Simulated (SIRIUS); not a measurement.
Set-up for a self-consistent single point of AlGa₃N₄ (P-43m, 8 atoms in the cell; from Materials Project mp-1019508, changed as shown).

```
AlGa3N4
1.0
    4.38226     0.00000     0.00000
    0.00000     4.38226     0.00000
    0.00000     0.00000     4.38226
Al Ga N
1 3 4
Direct
  0.00000   0.00000   0.00000
  0.50000   0.50000   0.00000
  0.00000   0.50000   0.50000
  0.50000   0.00000   0.50000
  0.75571   0.75571   0.24429
  0.75571   0.24429   0.75571
  0.24429   0.24429   0.24429
  0.24429   0.75571   0.75571
```

Computed with PBEsol, GBRV PBEsol ultrasoft pseudopotentials (plane waves; SIRIUS).

SIRIUS settings:

```
key                                                                      value
--------------------------------------  --------------------------------------
parameters.ngridk                                                        6 6 6
parameters.xc_functionals                 [XC_GGA_X_PBE_SOL, XC_GGA_C_PBE_SOL]
parameters.gk_cutoff                                              6.325 1/bohr
parameters.pw_cutoff                                             14.143 1/bohr
parameters.smearing                                                   gaussian
parameters.smearing_width                                            0.0001 Ha
potentials                              GBRV PBEsol ultrasoft pseudopotentials
parameters.electronic_structure_method                         pseudopotential
parameters.num_bands                                                        48
parameters.num_mag_dims                                                      0
parameters.num_dft_iter                                                    100
parameters.energy_tol                                                 1e-07 Ha
parameters.density_tol                                                   1e-06
mixer.type                                                            anderson
mixer.beta                                                                 0.7
mixer.use_hartree                                                         true
```

Results:

* **Number of valence electrons**: 80
* **Number of bands**: 48
* **Number of k-points after the program's reduction**: 20
* **Number of plane waves (most at a k-point)**: 2469
* **Number of SCF iterations**: 13
* **FFT grid**: 40 × 40 × 40
* **Free energy E − TS**: -18128.9647 eV
* **Gap on the k-point mesh**: 2.71 eV
* **Pressure**: 12.42 GPa
* **Largest force (vector length)**: 0.125 eV/Å

Forces (eV/Å):
| atom | Fx | Fy | Fz |
|---|---|---|---|
| Al1 | 0.000 | 0.000 | 0.000 |
| Ga2 | 0.000 | 0.000 | 0.000 |
| Ga3 | 0.000 | 0.000 | 0.000 |
| Ga4 | 0.000 | 0.000 | 0.000 |
| N5 | -0.072 | -0.072 | 0.072 |
| N6 | -0.072 | 0.072 | -0.072 |
| N7 | 0.072 | 0.072 | 0.072 |
| N8 | 0.072 | -0.072 | -0.072 |

Stress (GPa, positive for compression):
```
12.42   0.00   0.00
 0.00  12.42   0.00
 0.00   0.00  12.42
```

Gaps are taken between levels on the mesh.

For comparison: a first run was changed to give this one (lattice scaled by 0.98), and from it to this one the free energy rises by 25.7 meV/atom, the pressure goes from -0.72 to 12.42 GPa, the largest force hardly changes (0.121 to 0.125 eV/Å) and the gap on the mesh goes from 2.288 to 2.708 eV.

The structure comes from a collection of computed structures, made at another level of theory; the collection holds predicted forms beside known ones.

Cost on one core: about 70 core-seconds (a rough figure).
